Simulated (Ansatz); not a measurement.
Given:

SnSe:
Space group F-43m (No. 216); a = 6.7276 Å, b = 6.7276 Å, c = 6.7276 Å, α = 90.00°, β = 90.00°, γ = 90.00°

```
atom  site  symmetry       x       y       z
----  ----  --------  ------  ------  ------
Se      4d      -43m  0.7500  0.7500  0.7500
Sn      4a      -43m  0.0000  0.0000  0.0000
```
(The calculation used a cell of 2 atoms; values per cell refer to that cell.)

This is the r²SCAN-relaxed structure.

Problem. All from r²SCAN (plane waves, PAW; program Ansatz), unless another level is named. Predict the electronic character.

Solution. no gap, with almost no states at the Fermi level (zero-gap or semimetallic).

Problem. Predict the formation energy from the elements (no fitted shifts).

Solution. -0.12 eV/atom.

Problem. What about the HSE06 gap on the r²SCAN cell?

Solution. 0.30 eV (a hybrid on a coarse mesh can open a false gap in a semimetal).

The start of the workflow was typed in or built on a structure type; neither database checked (COD, Materials Project) lists it. It is not the phase usual at ambient conditions (space group No. 62). The cell was relaxed with r²SCAN under the symmetry of its start. At this level the phase is mechanically unstable. A small band overlap can be real or an error of a semilocal functional. The references are the lowest solids computed at this level, not always the standard phases. Spin–orbit coupling is left out wherever it is not named.

Potentials: the later of the program's two PAW sets.
